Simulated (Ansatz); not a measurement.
Input:

NbSi2 (CrSi2 type, space group P6_222)

```
NbSi2
1.0
    4.81046     0.00000     0.00000
   -2.40523     4.16598     0.00000
    0.00000     0.00000     6.61846
Nb Si
3 6
Cartesian
  0.00000   4.16598   0.00000
  1.20262   2.08299   2.20615
  3.60785   2.08299   4.41231
  0.00000   1.32734   0.00000
  3.66095   0.66367   2.20615
  1.25572   3.50231   4.41231
  2.40523   2.83864   0.00000
 -1.25572   3.50231   2.20615
  1.14951   0.66367   4.41231
```

The atoms are displaced by Q × the pattern below (from a DFPT mode at Γ, largest move 1; Q in Å), at fixed cell.

```json
[
 {"atom": "Nb1", "x": "1.000", "y": "0.000", "z": "0.000"},
 {"atom": "Nb2", "x": "-0.500", "y": "-0.866", "z": "0.000"},
 {"atom": "Nb3", "x": "-0.500", "y": "0.866", "z": "0.000"},
 {"atom": "Si4", "x": "0.496", "y": "0.000", "z": "-0.500"},
 {"atom": "Si5", "x": "-0.248", "y": "-0.430", "z": "0.500"},
 {"atom": "Si6", "x": "-0.248", "y": "0.430", "z": "-0.500"},
 {"atom": "Si7", "x": "0.496", "y": "0.000", "z": "0.500"},
 {"atom": "Si8", "x": "-0.248", "y": "-0.430", "z": "-0.500"},
 {"atom": "Si9", "x": "-0.248", "y": "0.430", "z": "0.500"}
]
```

Computed with PBE (plane waves to 420 eV, PAW, scalar-relativistic; Ansatz, a program for electronic structure). k mesh 11×11×7 (Γ-centred), Fermi-Dirac smearing 0.05 eV. Energies are smeared free energies. With partly filled bands, energies and forces of such displacements shift with the k mesh and the smearing. NbSi2 is run without spin polarisation. NbSi2 was relaxed with its symmetry unable to fall. ΔE is measured from the undisplaced structure.

The scan covers Q from -0.100 to 0.100 Å in 13 points.

Question: Is the energy the same for equal positive and negative displacements?

Answer: Even: the same for both signs.

Question: Which space group does the distorted structure have?

Answer: P3_221 (No. 154), lowered from P6_222.

Question: What is the energy change at Q = 0.100 Å?

Answer: 307 meV/cell.

Question: What harmonic wavenumber does the curvature at Q = 0 give?

Answer: 214 cm⁻¹.

(For displaced atoms, the force is minus the slope of the energy, and its curvature is a force constant, which sets phonon frequencies.)
